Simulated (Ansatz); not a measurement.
## ZnGeO$_{3}$, first-principles data

ZnGeO3:
```
ZnGeO3
1.0
    2.49084     1.43809     4.60991
   -2.49084     1.43809     4.60991
    0.00000    -2.87618     4.60991
Zn Ge O
2 2 6
Direct
  0.36803   0.36803   0.36803
  0.63197   0.63197   0.63197
  0.15614   0.15614   0.15614
  0.84386   0.84386   0.84386
  0.78399   0.04627   0.43900
  0.21601   0.95373   0.56100
  0.04627   0.43900   0.78399
  0.95373   0.56100   0.21601
  0.43900   0.78399   0.04627
  0.56100   0.21601   0.95373
```

Space group R-3 (No. 148); conventional cell a = 4.982 Å, b = 4.982 Å, c = 13.830 Å, α = 90.00°, β = 90.00°, γ = 120.00°.

Method: plane-wave PAW PBEsol (Ansatz code). The cell and atoms are relaxed at this level. Other levels are named where they apply.

### Cell and energy

```
Item                                                                  Value
-----------------------------------------------------  --------------------
Volume per atom                                                     9.91 Å³
Density                                                          6.23 g/cm³
Formation energy from the elements (no fitted shifts)  -155 kJ/mol of atoms
```

### Electronic structure

```
Quantity                                                                                                                                Value
------------------------------------------------  -------------------------------------------------------------------------------------------
Band gap                                                                                                                   2.37 eV (indirect)
Valence-band maximum                              off the standard path, at k = (-0.052, 0.073, 0.250) in fractions of the reciprocal vectors
Conduction-band minimum                                                                                                                  at Γ
Smallest direct gap on the standard path                                                                                              2.53 eV
Electron effective mass                                                                                                   0.23 mₑ (isotropic)
Electron effective mass with spin–orbit coupling                                                                          0.23 mₑ (isotropic)
HSE06 gap on the PBEsol cell                                                                                                          4.33 eV
Gap with spin–orbit coupling                                                                                                          2.37 eV
```

### Mechanics

```
Item                                                                                                                  Result
--------------------------------------------  ------------------------------------------------------------------------------
Bulk modulus (Birch–Murnaghan fit)                                                                                   171 GPa
Pressure derivative B′                                                                                                   6.3
Elastic constants (relaxed ions, GPa)         C11 = 357, C12 = 161, C13 = 100, C14 = 18.4, C33 = 262, C44 = 25.8, C15 = -5.4
Mechanical stability                                                                  stable (all eigenvalues of C positive)
Hill bulk and shear moduli                                                                                  185 and 55.5 GPa
Young's modulus                                                                                                      151 GPa
Poisson's ratio                                                                                                         0.36
Debye temperature from the elastic constants                                                                           466 K
```

### Dielectric response

```
Item                                                                              Value
--------------------------------------------------------  -----------------------------
Electronic dielectric constant ε∞ (DFPT)                      4.53 (xx = yy), 4.34 (zz)
Static dielectric constant ε0 (ions relaxed, cell fixed)      12.8 (xx = yy), 20.2 (zz)
Born charges (a third of the trace)                       Zn +2.44, Ge +3.90, O -2.12 e
```

### Phonons

```
Item                                                                 Value
--------------------------------------------------  ----------------------
Highest zone-centre frequency (without LO–TO term)                676 cm⁻¹
Zone-centre stability                               no imaginary mode at Γ
```

The first step of the workflow began from a Materials Project structure, measured or hypothetical; the Crystallography Open Database copy checked does not list it. Whether it is the stable phase at ambient conditions was not checked. The PBEsol relaxation kept the symmetry of its start. The references are the lowest solids computed at this level, not always the standard phases (solids in place of the gases). Scalar-relativistic: spin–orbit coupling is off unless named, which matters more the heavier the elements.

Potentials: the later of the program's two PAW sets.
